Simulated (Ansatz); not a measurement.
Computed properties of Nb$_{2}$CS

Nb₂CS:
```yaml
crystal:
  lattice:
    - [3.32447, 0.00000, 0.00000]
    - [-1.66223, 2.87908, 0.00000]
    - [0.00000, 0.00000, 11.54003]
  atoms:
    - { symbol: Nb, position: [0.66667, 0.33333, 0.90577] }
    - { symbol: Nb, position: [0.33333, 0.66667, 0.09423] }
    - { symbol: Nb, position: [0.33333, 0.66667, 0.40577] }
    - { symbol: Nb, position: [0.66667, 0.33333, 0.59423] }
    - { symbol: C, position: [0.00000, 0.00000, 0.00000] }
    - { symbol: C, position: [0.00000, 0.00000, 0.50000] }
    - { symbol: S, position: [0.33333, 0.66667, 0.75000] }
    - { symbol: S, position: [0.66667, 0.33333, 0.25000] }
```

Space group P6_3/mmc (No. 194); conventional cell a = b = 3.3245 Å, c = 11.5400 Å, α = β = 90.00°, γ = 120.00°.

Method: plane-wave PAW r²SCAN (Ansatz code). Geometry: relaxed at this level of theory. Other levels are named where they apply.

Cell and energy:

```
Property                                                       Value
-----------------------------------------------------  -------------
Volume per atom                                             13.81 Å³
Density                                                   6.91 g/cm³
Formation energy from the elements (no fitted shifts)  -0.94 eV/atom
```

Electronic structure:

```
Property                                                                     Value
------------------------------------  --------------------------------------------
Electronic character                                             metallic (no gap)
Density of states at the Fermi level  0.45 states/eV per atom (mean over ±0.08 eV)
Gap with spin–orbit coupling                                       none (metallic)
```

Mechanics:

```
Property                                                                                      Value
--------------------------------------------  -----------------------------------------------------
Bulk modulus (Birch–Murnaghan fit)                                                          191 GPa
Pressure derivative B′                                                                          5.3
Elastic constants (relaxed ions, GPa)         C11 = 302, C12 = 107, C13 = 159, C33 = 333, C44 = 121
Mechanical stability                                         stable (all eigenvalues of C positive)
Hill bulk and shear moduli                                                        197 and 100.0 GPa
Young's modulus                                                                             256 GPa
Poisson's ratio                                                                                0.28
Debye temperature from the elastic constants                                                  526 K
```

Phonons:

```
Quantity                                       Result
-----------------------------  ----------------------
Highest zone-centre frequency                642 cm⁻¹
Zone-centre stability          no imaginary mode at Γ
```

Charges:

```
Property                             Result
-------------  ----------------------------
Bader charges  Nb +1.57, C -1.88, S -1.25 e
```

The workflow started from a Materials Project entry (that database holds measured and hypothetical structures alike); the Crystallography Open Database copy checked does not list it. Its standing as an ambient phase is unchecked. The r²SCAN relaxation kept the symmetry of its start. No spin polarisation was allowed. As this level gives no gap, shear constants depend on the k-mesh and smearing (Fermi–Dirac, 0.1 eV here). As this level gives no gap, phonon frequencies hold no LO–TO term and depend on the k-mesh and smearing (Fermi–Dirac, 0.1 eV here). The references are the lowest solids computed at this level, not always the standard phases. Scalar-relativistic: spin–orbit coupling is off unless named, which matters more the heavier the elements.

Potentials: the later of the program's two PAW sets.
